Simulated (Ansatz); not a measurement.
Given:

InPd:
```xyz
2
Lattice="3.2472 0.0000 0.0000 0.0000 3.2472 0.0000 0.0000 0.0000 3.2472" Properties=species:S:1:pos:R:3 pbc="T T T"
In     0.0000     0.0000     0.0000
Pd     1.6236     1.6236     1.6236
```

This is the PBEsol-relaxed structure.

All from plane-wave PAW PBEsol (Ansatz code), unless another level is named. Predict the density of states at the Fermi level.

0.35 states/eV per atom (mean over ±0.08 eV).

Predict the formation energy from the elements (no fitted shifts).

-0.53 eV/atom.

And the gap with spin–orbit coupling?

none (metallic).

Space group Pm-3m (CsCl type). The cell was relaxed with PBEsol under the symmetry of its start; of distortions, only those at the zone centre were tested. No spin polarisation was allowed. The references are the lowest solids computed at this level, not always the standard phases. Scalar-relativistic: spin–orbit coupling is off unless named, which matters more the heavier the elements.

Potentials: the later of the program's two PAW sets.
